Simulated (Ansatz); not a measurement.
# Is this Be₃ZnTe₄ structure a true minimum?

The structure comes from a generated guess, relaxed at this level; another structure or a mixture of phases may lie lower.

These are results of Ansatz, DFT PBE, scalar-relativistic, plane waves, PAW, not measurements. Settings: cutoff 420 eV, Γ-centred mesh 8×8×8 on the computed 8-atom cell, Gaussian smearing of 0.02 eV; no spin polarisation.

The cell below (8 atoms, space group I-42m (No. 121)) is relaxed within its symmetry.

```
CELL_PARAMETERS angstrom
-2.89846 2.89846 5.77751
2.89846 -2.89846 5.77751
2.89846 2.89846 -5.77751
ATOMIC_POSITIONS crystal
Be 0.25000 0.75000 0.50000
Be 0.75000 0.25000 0.50000
Be 0.50000 0.50000 0.00000
Zn 0.00000 0.00000 0.00000
Te 0.86639 0.39460 0.00000
Te 0.13361 0.13361 0.52821
Te 0.39460 0.86639 0.00000
Te 0.60540 0.60540 0.47179
```

For the test it was strained at random (σ = 1.5 % a component), the atoms were moved at random (σ = 0.05 Å), and all was relaxed again on a coarse 4×4×4 mesh (in the run’s order of axes) with 0.10 eV smearing, with no symmetry imposed.

These runs have no spin–orbit coupling, which can matter for Te.

**Question.** Is the structure stable against such a distortion?

**Answer.** It returns, within 1 meV/atom of the unmoved cell on that mesh and with the same symmetry when read at 0.1 Å (C2 at 0.01 Å, so small strains and shifts remain). So it is stable against the distortions that fit this cell and that this random move excites. Modes that don't fit the cell aren't tested.
